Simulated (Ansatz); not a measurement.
All numbers below come from Ansatz 0.2.0, DFT PBE, scalar-relativistic, plane waves, PAW. Settings: cutoff 420 eV, Γ-centred meshes spaced at most about 0.3 Å⁻¹, and about 0.25 Å⁻¹ or finer for metals (2π included), Gaussian smearing. No spin polarisation in the final relaxations.

All energies are static (0 K, no zero-point motion). All come from trial cells, and lower structures may exist.

Question: These unrelaxed guesses for NaInSe are each relaxed within their symmetry. Order them by the energy at which they end, lowest first.
A.

```xyz
3
Lattice="4.1603 0.0000 0.0000 -2.0801 3.6029 0.0000 0.0000 0.0000 5.2877" Properties=species:S:1:pos:R:3 pbc="T T T"
Na    0.0000    0.0000    2.6439
In    0.0000    0.0000    0.0000
Se    2.0801    1.2010    0.0000
```

B.

```xyz
3
Lattice="4.4784 0.0000 0.0000 0.0000 4.4784 0.0000 0.0000 0.0000 4.5715" Properties=species:S:1:pos:R:3 pbc="T T T"
Na    0.0000    0.0000    2.2858
In    2.2392    2.2392    0.0000
Se    2.2392    2.2392    2.2858
```

Answer: B (ends in P4/mmm, 0 meV/atom), A (ends in P-6m2, 0.37 eV/atom).

Cells relaxed within their symmetry can be saddle points. Some candidate types were left out of the draw beforehand, so a known form may be missing.
